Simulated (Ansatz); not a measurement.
One crystal and one scan (energy against volume) at two levels, PBE (plane waves to 420 eV, PAW, scalar-relativistic; Ansatz, a first-principles code) and PBEsol (plane waves to 420 eV, PAW, scalar-relativistic; Ansatz), each from its own relaxed cell and on its own mesh. The cell shown is that of PBE.

W₃N₄ (space group Pm-3m)

```xyz
7
Lattice="4.2154 0.0000 0.0000 0.0000 4.2154 0.0000 0.0000 0.0000 4.2154" Properties=species:S:1:pos:R:3 pbc="T T T"
N      2.1077     2.1077     2.1077
N      2.1077     0.0000     0.0000
N      0.0000     2.1077     0.0000
N      0.0000     0.0000     2.1077
W      2.1077     2.1077     0.0000
W      0.0000     2.1077     2.1077
W      2.1077     0.0000     2.1077
```

E(V) scan at fixed shape, V₀ the volume above. Symmetry pins the atoms to their sites.

E stands for the smeared free energy. Spin-orbit coupling is left out, though W is heavy. W3N4 is run without spin polarisation. W3N4 was relaxed with its symmetry unable to fall. Percentages come from the unrounded values. Both scans cover V/V₀ from 0.900 to 1.100.

Results of PBE:

- Lattice constant a (Å) = 4.215
- Pressure at the smallest volume (GPa) = 46.1
- Energy cost of the largest compression (meV/atom) = 140
- Energy cost of the largest expansion (meV/atom) = 97
- Bulk modulus B₀ (third-order Birch-Murnaghan fit) (GPa) = 345.8
- Pressure for 5 % compression (fit) (GPa) = 19.9

Problem. What does PBEsol give for the same quantities?

Solution. 
```
quantity                                                 PBEsol     PBE − PBEsol
-------------------------------------------------------  ------  ---------------
Lattice constant a (Å)                                    4.179  +0.036 (+0.9 %)
Pressure at the smallest volume (GPa)                      49.7    -3.6 (-7.2 %)
Energy cost of the largest compression (meV/atom)           147        -7 (-5 %)
Energy cost of the largest expansion (meV/atom)             102        -5 (-5 %)
Bulk modulus B₀ (third-order Birch-Murnaghan fit) (GPa)   373.2   -27.4 (-7.3 %)
Pressure for 5 % compression (fit) (GPa)                   21.5      -1.6 (-7 %)
```

PBE gives the higher value for: lattice constant a. PBE gives the lower value for: pressure at the smallest volume; energy cost of the largest compression; energy cost of the largest expansion; bulk modulus B₀; pressure for 5 % compression. Neither level is exact: the differences show how much the result hangs on the functional.

(Under strain, the slope of the energy per volume gives the stress and its curvature an elastic modulus.)
